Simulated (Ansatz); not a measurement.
In PBEsol in the plane-wave PAW code Ansatz, BP in the rock salt structure (Fm-3m) relaxes to a = 4.289 Å. P has 6 nearest neighbours from 2.14 Å (octahedral); B has 6 nearest neighbours from 2.14 Å (octahedral). Against the elements it lies at 52 kJ/mol-atom, with no fitted shifts.

Electronic character: metallic (no gap).

An equation-of-state fit gives a bulk modulus of 174 GPa. The relaxed-ion elastic constants in GPa are C11 = 240, C12 = 137, C44 = 61.2. The elastic constants imply a Debye temperature near 629 K. The highest mode at Γ lies at 56 cm^-1.

The start of the workflow was typed in or built on a structure type; neither database checked (COD, Materials Project) lists it. It is not the phase usual at ambient conditions (space group No. 216). The cell was relaxed with PBEsol under the symmetry of its start; of distortions, only those at the zone centre were tested. Its formation energy is positive at this level, so the cell may be metastable or incomplete. As this level gives no gap, shear constants depend on the k-mesh and smearing (Fermi–Dirac, 0.1 eV here). As this level gives no gap, phonon frequencies hold no LO–TO term and depend on the k-mesh and smearing (Fermi–Dirac, 0.1 eV here). The references are the lowest solids computed at this level, not always the standard phases.

Potentials: the later of the program's two PAW sets.
